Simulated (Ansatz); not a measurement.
**Relaxation path: BN (wurtzite type)**

DFT, PBE, PAW with Ansatz's default frozen-core files, scalar-relativistic (Ansatz 0.2.0); a Γ-centred 12×12×6 k mesh, Fermi–Dirac smearing of 0.05 eV, no spin polarisation. The run relaxes shape and atoms at held volume.

Command: `ansatz run input.yaml --threads 1 --pin off --max-ram 3072MiB --backend cpu --events-out ev --progress --plain --runs-dir out` It took 4.7 s on 1 thread of Intel(R) Xeon(R) 6975P-C (Granite Rapids) (shared host), peak memory 0.35 GiB.

```yaml
crystal:
  lattice:
    - [2.0930120062, 0.0, 0.0]
    - [-1.0465060031, 1.8126015678, 0.0]
    - [0.0, 0.0, 3.4613348199]
  atoms:
    - { symbol: B, position: [0.3333333333, 0.6666666667, 0.0006889995] }
    - { symbol: B, position: [0.6666666667, 0.3333333333, 0.5006889995] }
    - { symbol: "N", position: [0.3333333333, 0.6666666667, 0.3753110005] }
    - { symbol: "N", position: [0.6666666667, 0.3333333333, 0.8753110005] }
kpoints:
  mp_grid: { grid: [12, 12, 6] }
scf:
  occupations: { method: fermi_dirac, width: 0.05 }
hamiltonian:
  xc: pbe
  pseudopotentials: { kind: paw }
output:
  forces: true
  stress: true
relax:
  f_tol: 0.005
  max_steps: 30
  cell: { stress_tol: 0.43, fix: [volume] }
```

Each step lists its free energy a cell above the last geometry, the pressure, the cell vectors (Å), and Cartesian positions (Å) with forces (eV/Å).

The first step:

```
step 1  dF = 17.41 meV  P = 643.4 GPa
  cell 2.0930 0.0000 0.0000  -1.0465 1.8126 0.0000  0.0000 0.0000 3.4613
  B 0.0000 1.2084 0.0024   0.0000 0.0000 0.7979
  B 1.0465 0.6042 1.7331   0.0000 0.0000 0.7979
  N 0.0000 1.2084 1.2991   0.0000 0.0000 -0.7979
  N 1.0465 0.6042 3.0297   0.0000 0.0000 -0.7979
```

Where does the relaxation end, and by which steps?

After 5 geometries, with conventional a, b, c = 2.085, 2.085, 3.489 Å, at 3.283 Å³/atom and 642.4 GPa in space group P6_3mc, with a shortest distance of 1.286 Å. The further steps:
```
step 2  dF = 12.04 meV  P = 643.2 GPa
  cell 2.0915 0.0000 0.0000  -1.0458 1.8113 0.0000  0.0000 0.0000 3.4662
  B 0.0000 1.2076 0.0038   0.0000 0.0000 0.6725
  B 1.0458 0.6038 1.7369   0.0000 0.0000 0.6725
  N 0.0000 1.2076 1.2995   0.0000 0.0000 -0.6725
  N 1.0458 0.6038 3.0326   0.0000 0.0000 -0.6725
step 3  dF = 3.60 meV  P = 642.5 GPa
  cell 2.0874 0.0000 0.0000  -1.0437 1.8078 0.0000  0.0000 0.0000 3.4799
  B 0.0000 1.2052 0.0122   0.0000 0.0000 -0.4770
  B 1.0437 0.6026 1.7521   0.0000 0.0000 -0.4770
  N 0.0000 1.2052 1.2963   0.0000 0.0000 0.4770
  N 1.0437 0.6026 3.0362   0.0000 0.0000 0.4770
step 4  dF = 0.02 meV  P = 642.4 GPa
  cell 2.0844 0.0000 0.0000  -1.0422 1.8051 0.0000  0.0000 0.0000 3.4900
  B 0.0000 1.2034 0.0108   0.0000 0.0000 0.0219
  B 1.0422 0.6017 1.7559   0.0000 0.0000 0.0219
  N 0.0000 1.2034 1.3014   0.0000 0.0000 -0.0220
  N 1.0422 0.6017 3.0464   0.0000 0.0000 -0.0220
step 5  dF = 0.00 meV  P = 642.4 GPa
  cell 2.0846 0.0000 0.0000  -1.0423 1.8054 0.0000  0.0000 0.0000 3.4892
  B 0.0000 1.2036 0.0109   0.0000 0.0000 -0.0001
  B 1.0423 0.6018 1.7555   0.0000 0.0000 -0.0001
  N 0.0000 1.2036 1.3011   0.0000 0.0000 0.0000
  N 1.0423 0.6018 3.0457   0.0000 0.0000 0.0000
step 6  dF = -0.06 meV  P = 642.4 GPa  (same geometry on a basis chosen anew; earlier energies don't compare to the last digit)
  cell 2.0846 0.0000 0.0000  -1.0423 1.8054 0.0000  0.0000 0.0000 3.4892
  B 0.0000 1.2036 0.0109   0.0000 0.0000 -0.0004
  B 1.0423 0.6018 1.7555   0.0000 0.0000 -0.0004
  N 0.0000 1.2036 1.3011   0.0000 0.0000 0.0004
  N 1.0423 0.6018 3.0457   0.0000 0.0000 0.0004
```
